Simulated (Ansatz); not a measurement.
ReC (rock salt, Fm-3m), PBEsol in the plane-wave PAW code Ansatz, all energies at zero smearing, with the estimated change up to a 700 eV cutoff added, with one set of potentials and settings (totals compare only within such a set). Cell of 2 atoms (1 C, 1 Re): -10982.255 eV.

```
element                reference phase  E (eV/atom)
-------  -----------------------------  -----------
C        P6_3/mmc, 4 atoms in the cell    -246.6950
Re       P6_3/mmc, 4 atoms in the cell  -10737.2524
```

Formation energy per atom, worked out: (-10982.255 − 1×(-246.6950) − 1×(-10737.2524))/2 = 0.846 eV/atom (82 kJ per mol of atoms), at 0 K, without zero-point energy or fitted corrections.

The start of the workflow was typed in or built on a structure type; neither database checked (COD, Materials Project) lists it. Whether it is the stable phase at ambient conditions was not checked. The PBEsol relaxation kept the symmetry of its start. At this level the phase is mechanically unstable. No spin polarisation was allowed. Its formation energy is positive at this level, so the cell may be metastable or incomplete. The references are the lowest solids computed at this level, not always the standard phases. Spin–orbit coupling is left out wherever it is not named.

Potentials: the later of the program's two PAW sets.
